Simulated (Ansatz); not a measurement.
Relaxed-ion elastic tensor of SiC (zinc blende, F-43m) in GPa (Voigt order), PBEsol (plane waves, PAW; program Ansatz); density 3.22 g/cm³, 10.34 Å³ per atom.

```json
[
 {"": "1", "1": "390", "2": "138", "3": "138", "4": "0.0", "5": "0.0", "6": "0.0"},
 {"": "2", "1": "138", "2": "390", "3": "138", "4": "0.0", "5": "0.0", "6": "0.0"},
 {"": "3", "1": "138", "2": "138", "3": "390", "4": "0.0", "5": "0.0", "6": "0.0"},
 {"": "4", "1": "0.0", "2": "0.0", "3": "0.0", "4": "243", "5": "0.0", "6": "0.0"},
 {"": "5", "1": "0.0", "2": "0.0", "3": "0.0", "4": "0.0", "5": "243", "6": "0.0"},
 {"": "6", "1": "0.0", "2": "0.0", "3": "0.0", "4": "0.0", "5": "0.0", "6": "243"}
]
```

**Question.** Is the crystal mechanically stable?

**Answer.** Yes: the smallest eigenvalue of C is 243 GPa.

**Question.** Work out the Voigt, Reuss and Hill averages.

**Answer.** K_V = 222, K_R = 222, K_H = 222; G_V = 196, G_R = 177, G_H = 187 GPa.

**Question.** Give Young's modulus, Poisson's ratio, Pugh's ratio and the universal anisotropy index.

**Answer.** E = 9KG/(3K + G) = 438 GPa; ν = 0.17; K/G = 1.19 (brittle by the Pugh limit of 1.75); A_U = 5G_V/G_R + K_V/K_R − 6 = 0.54.

**Question.** Estimate the sound speeds and the Debye temperature.

**Answer.** v_l = √((K + 4G/3)/ρ) = 12100 m/s, v_t = √(G/ρ) = 7620 m/s, mean 8380 m/s; Θ = (h/k)(3n/4πV)^(1/3) v_m = 1150 K.

**Question.** Give the Zener ratio and Young's modulus along [100], [110] and [111].

**Answer.** A = 2C44/(C11 − C12) = 1.93; 1/E = S11 − 2(S11 − S12 − S44/2)Γ with Γ = 0, 1/4, 1/3 gives 318, 457, 534 GPa.

The PBEsol relaxation kept the symmetry of its start.

Potentials: the earlier of the program's two PAW sets. The files were generated under PBE; for other functionals the program regenerates the frozen cores, and for LDA and PBEsol the local potential too.
